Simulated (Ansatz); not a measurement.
Polymorphs of TiC, each relaxed with the program Ansatz at the r²SCAN level (PAW):

A: P6_3/mmc
a = 3.605 Å, b = 3.605 Å, c = 4.286 Å, α = 90.00°, β = 90.00°, γ = 120.00°

| atom | site | symmetry | x | y | z |
|---|---|---|---|---|---|
| Ti | 2c | -6m2 | 0.3333 | 0.6667 | 0.2500 |
| C | 2d | -6m2 | 0.6667 | 0.3333 | 0.2500 |

B: rock salt (Fm-3m)
a = 4.329 Å, b = 4.329 Å, c = 4.329 Å, α = 90.00°, β = 90.00°, γ = 90.00°

```tsv
atom	site	symmetry	x	y	z
Ti	4a	m-3m	0.0000	0.0000	0.0000
C	4b	m-3m	0.5000	0.5000	0.5000
```

**Question.** Rank these by energy per atom at 0 K (lowest first), as r²SCAN gives it.

**Answer.** B (+0 meV/atom), A (+237 meV/atom)

Typed or built starts, not in the databases checked: A. Not the usual ambient phase: A. All cells were relaxed under the symmetry of their starts (and spin orders); stability against distortions was not tested throughout. Rows with no word on spin ran without spin polarisation.

Energies hold the estimated change up to a 700 eV cutoff; steps of a few meV lie near the error of the meshes.

Potentials: the earlier of the program's two PAW sets.
